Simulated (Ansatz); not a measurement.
Raman lines of transverse zone-centre modes from LDA in the plane-wave PAW code Ansatz:

ω (cm⁻¹): 90 (m), 390 (vs), 408 (w), 441 (s)

Pick the material that matches.
A. HfO2, P4_2/nmc (Hf on 2a, O on 4d)
B. ZnO, wurtzite
C. LiTaO3, P4mm (Ta on 1b, Li on 1a, O on 1b, O on 2c)
D. ZnCu, CsCl type

B, ZnO, wurtzite

Space group P6_3mc (wurtzite). The LDA relaxation kept the symmetry of its start.

Potentials: the earlier of the program's two PAW sets. The files were generated under PBE; for other functionals the program regenerates the frozen cores, and for LDA and PBEsol the local potential too.
